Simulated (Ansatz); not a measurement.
This Al3GaAs4 structure is the end of a relaxation. The cell was found from a structure generator's guess, not taken from experiment.

Method: Ansatz 0.2.0, DFT PBE, scalar-relativistic, plane waves, PAW. Cutoff 420 eV, Γ-centred mesh, Gaussian smearing, no spin polarisation.

```
CELL_PARAMETERS angstrom
4.05548 0.00000 0.00000
0.00000 4.05548 0.00000
0.00000 0.00000 11.45583
ATOMIC_POSITIONS crystal
Al 0.00000 0.00000 0.75024
Al 0.50000 0.50000 0.00000
Al 0.00000 0.00000 0.24976
Ga 0.50000 0.50000 0.50000
As 0.50000 0.00000 0.87511
As 0.00000 0.50000 0.12489
As 0.50000 0.00000 0.37413
As 0.00000 0.50000 0.62587
```

The zero of energy is the elements' standard structures at the same level; no fitted shifts are applied.

Q: Find its symmetry and describe it.

A: P-4m2 (No. 115), with Al and Ga ordered on zinc blende sites. Conventional cell: a = 4.055 Å, c = 11.456 Å. Around Al on a site of symmetry 2mm lie 4 As at 2.48 Å; Al on a site of symmetry -4m2 is surrounded by 4 As at 2.48 Å; Ga has 4 As at 2.49 Å; around As on its first site lie 4 Al at 2.48 Å; 1 more site not described.

Q: How far does it lie from the elements in energy?

A: −0.452 eV/atom. A negative formation energy is needed for stability but isn't enough: competing phases decide.

Q: Is it a metal?

A: No, the gap on the 8×8×4 mesh is 1.27 eV.

The last run used an 8×8×4 mesh (in the run's order of axes) for its 8-atom cell and Gaussian smearing of 0.02 eV. Kohn–Sham gaps at this level usually fall short of measured ones. The reference form of As is held partly by dispersion forces, which this level lacks. Symmetry constrained the relaxation, so the result can be a saddle point.
